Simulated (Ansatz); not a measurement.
ZrB₂:
```yaml
crystal:
  lattice:
    - [3.17107, 0.00000, 0.00000]
    - [-1.58553, 2.74623, 0.00000]
    - [0.00000, 0.00000, 3.54225]
  atoms:
    - { symbol: Zr, position: [0.00000, 0.00000, 0.00000] }
    - { symbol: B, position: [0.33333, 0.66667, 0.50000] }
    - { symbol: B, position: [0.66667, 0.33333, 0.50000] }
```

Relaxed with PBE. Special points in fractions of this cell's reciprocal vectors: Γ (0.000, 0.000, 0.000); M (0.500, 0.000, 0.000); K (0.333, 0.333, 0.000); A (0.000, 0.000, 0.500); L (0.500, 0.000, 0.500); H (0.333, 0.333, 0.500).

Question: List the band energies nearest the Fermi level at these points for PBE in the plane-wave PAW code Ansatz.

Answer: In eV from the Fermi level; about four levels below and three above (degenerate sets whole), none deeper than 8.9 eV; points with the same levels are listed once.

```tsv
k	below	above
Γ	-2.61 -2.61 -2.58 -2.36	3.39 3.39 4.14 4.14
M	-8.51 -3.89 -3.05 -2.67	2.22 2.29 4.92
K	-7.77 -7.77 -6.89 -2.45 -2.45	1.56 1.56 3.16
A	-6.95 -0.95 -0.95	0.35 0.35 0.78 0.78
L	-7.00 -4.59 -4.11 -2.01	3.70 4.07 5.29
H	-8.73 -8.73 -4.93 -2.67 -2.67	4.05 5.98 5.98
```

Space group P6/mmm. Symmetry was held in the PBE relaxation; phonons on a q-mesh show no instability. No spin polarisation was allowed. Spin–orbit coupling is left out wherever it is not named.

Potentials: the later of the program's two PAW sets.
